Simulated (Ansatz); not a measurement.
With DFT-r²SCAN+D4 in the program Ansatz with PAW potentials, GeSb₂Te₄ in the trigonal phase (R-3m; Ge on 3a, Sb on 6c, Te on 6c, Te on 6c) relaxes to a = 4.262 Å, c = 41.613 Å. Ge has 6 nearest neighbours from 2.98 Å (octahedral); Sb has 6 nearest neighbours from 2.99 Å (octahedral); Te on 6c has 3 nearest neighbours from 2.99 Å (trigonal pyramidal); Te on 6c has 6 nearest neighbours from 2.98 Å (octahedral). Against the elements it lies at -0.10 eV/atom, with no fitted shifts.

It is gapped at this level: 0.38 eV (indirect). The screened hybrid HSE06 puts the gap at 0.58 eV. Gap from r²SCAN+D4 with spin–orbit coupling: 0.09 eV. The electron mass is 0.063, 0.11, 0.21 mₑ (principal values). The hole mass is 0.060, 0.060, 0.42 mₑ (principal values).

The bulk modulus is 25.8 GPa. The relaxed-ion elastic constants in GPa are C11 = 82.3, C12 = 18.5, C13 = 17.9, C14 = 9.5, C33 = 35.6, C44 = 20.0. The elastic constants imply a Debye temperature near 194 K. Bader charges are Ge +0.44, Sb +0.60, Te -0.47 to -0.35 e.

Symmetry was held in the r²SCAN+D4 relaxation. The references are the lowest solids computed at this level, not always the standard phases. Scalar-relativistic: spin–orbit coupling is off unless named, which matters more the heavier the elements.

Potentials: the later of the program's two PAW sets.
